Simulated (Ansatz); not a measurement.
AlCrB:
```
CELL_PARAMETERS angstrom
      1.50086    -6.94674     0.00000
      1.50086     6.94674     0.00000
      0.00000     0.00000     2.96667
ATOMIC_POSITIONS crystal
  Al 0.69135 0.30865 0.25000
  Al 0.30865 0.69135 0.75000
  B  0.46767 0.53233 0.75000
  B  0.53233 0.46767 0.25000
  Cr 0.08392 0.91608 0.75000
  Cr 0.91608 0.08392 0.25000
```

Relaxed with PBE. Special points in fractions of this cell's reciprocal vectors: Γ (0.000, 0.000, 0.000); Y (-0.500, 0.500, 0.000); C0 (-0.262, 0.738, 0.000); Σ0 (0.262, 0.262, 0.000); Z (0.000, 0.000, 0.500); A0 (0.262, 0.262, 0.500); E0 (-0.262, 0.738, 0.500); T (-0.500, 0.500, 0.500); S (0.000, 0.500, 0.000); R (0.000, 0.500, 0.500).

Q: List the band energies nearest the Fermi level at these points for PBE in the plane-wave PAW code Ansatz.

A: In eV from the Fermi level; about four levels below and three above (degenerate sets whole), none deeper than 8.9 eV; points with the same levels are listed once.

| k | below | above |
|---|---|---|
| Γ | -2.75 -2.62 -0.24 -0.09 | 0.24 0.34 0.37 |
| Y | -2.67 -1.99 -0.09 -0.08 | 0.21 0.24 0.52 |
| C0 | -1.87 -1.32 -1.03 -0.85 | 0.54 0.59 0.81 |
| Z | -2.54 -2.54 -0.19 -0.19 | 0.80 0.80 0.87 0.87 |
| A0 | -2.03 -2.03 -1.59 -1.59 | 1.01 1.01 1.28 1.28 |
| T | -2.85 -2.85 -0.22 -0.22 | 0.25 0.25 1.20 1.20 |
| S | -1.89 -1.33 -1.03 -0.85 | 0.54 0.65 0.73 |
| R | -2.01 -2.01 -1.61 -1.61 | 0.98 0.98 1.30 1.30 |

Space group Cmcm. The start of the workflow was typed in or built on a structure type; neither database checked (COD, Materials Project) lists it. Whether it is the stable phase at ambient conditions was not checked. The cell was relaxed with PBE under the symmetry of its start; whether a distortion lowers the energy is not shown. The workflow began spin-polarised and lost its moments.

Potentials: the earlier of the program's two PAW sets.
